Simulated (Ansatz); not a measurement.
The numbers come from plane-wave PAW DFT (Ansatz): PBE, no spin polarisation, 420 eV, 5×5×4 Γ-centred k points, fermi-dirac occupations (width 0.0286 eV). Nothing was relaxed.

Computed maps in the lattice plane spanned by a (left to right, 6.46 Å, 20 points from zero) and c (bottom to top, 8.08 Å, 24 points from zero), 90° apart, at height 0.692 along b. The fields are smooth PAW ones with compensation charges, not the true ones near nuclei.

Valence density. Digits on a logarithmic scale: 0 up to 0.03 e/Å³, each further digit a factor of 1.6, 9 from 1.3 e/Å³ up:
```
34542000012454322222
12110000000112223332
21000000000001346654
42000000000002578987
63100011100014799998
74101344421014799899
74113578753114799999
53124899974213689998
31125999985212467876
10025899984200234443
00014689863100012221
10002355531000123332
20000122210000245553
21000011100001356764
31000011100012356765
32100111110012457775
53210011100123589997
64321000001234799999
76542100013456799999
88875200135788899999
99997410147999989998
99997410148999977767
99997310147999865556
68875200025788643334
```

Question: The cell is Rb2WF4. Which atoms lie within 0.2 Å of this plane, and where (fractions of a and c)?

Answer: F at (0.10, 0.07), F at (0.62, 0.07), F at (0.34, 0.62), Rb at (0.85, 0.74). The whole cell:
```yaml
crystal:
  lattice:
    - [0.00000, 6.46367, 0.00000]
    - [6.60303, -3.23184, 0.00000]
    - [3.51802, 0.00000, -7.27090]
  atoms:
    - { symbol: F, position: [0.08400, 0.16800, 0.64900] }
    - { symbol: F, position: [0.91600, 0.83200, 0.35100] }
    - { symbol: Rb, position: [0.51700, 0.03400, 0.75700] }
    - { symbol: Rb, position: [0.48300, 0.96600, 0.24300] }
    - { symbol: F, position: [0.38000, 0.28200, 0.92600] }
    - { symbol: F, position: [0.09800, 0.71800, 0.07400] }
    - { symbol: F, position: [0.62000, 0.71800, 0.07400] }
    - { symbol: F, position: [0.90200, 0.28200, 0.92600] }
    - { symbol: F, position: [0.33600, 0.67200, 0.62300] }
    - { symbol: F, position: [0.66400, 0.32800, 0.37700] }
    - { symbol: W, position: [0.17500, 0.35000, 0.77300] }
    - { symbol: W, position: [0.82500, 0.65000, 0.22700] }
    - { symbol: Rb, position: [0.84600, 0.69200, 0.73800] }
    - { symbol: Rb, position: [0.15400, 0.30800, 0.26200] }
```

Origin: a known structure type with other elements, at an estimated volume, so it need not be a known compound. Caveats: many states at the Fermi level without spin polarisation, so a magnetic state may lie lower; atoms or cell far from equilibrium.
